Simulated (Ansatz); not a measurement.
CdGa₂Se₄:
```
CELL_PARAMETERS angstrom
     -2.86264     2.86264     5.39232
      2.86264    -2.86264     5.39232
      2.86264     2.86264    -5.39232
ATOMIC_POSITIONS crystal
  Cd 0.00000 0.00000 0.00000
  Ga 0.25000 0.75000 0.50000
  Ga 0.50000 0.50000 0.00000
  Se 0.86279 0.39538 0.97845
  Se 0.60462 0.58306 0.46741
  Se 0.41694 0.88434 0.02155
  Se 0.11566 0.13721 0.53259
```

The program Ansatz at the PBEsol level (PAW) gives a gap of 1.37 eV without spin–orbit coupling, maximum at Γ, minimum at Γ.

### Question
What happens when spin–orbit coupling is switched on?

### Answer
The gap shrinks by 0.14 eV, to 1.23 eV; maximum at Γ, minimum at Γ.

### Question
Give the electron effective mass with spin–orbit coupling.

### Answer
0.11, 0.11, 0.18 mₑ (principal values).

### Question
Give the hole effective mass with spin–orbit coupling.

### Answer
0.19, 0.19, 0.60 mₑ (principal values).

Space group I-4. The workflow started from a Materials Project entry (that database holds measured and hypothetical structures alike); the Crystallography Open Database files this formula in space group No. 82, but the cells were not matched. Its standing as an ambient phase is unchecked. The cell was relaxed with PBEsol under the symmetry of its start; its stability against distortions is not shown here.

Potentials: the later of the program's two PAW sets.
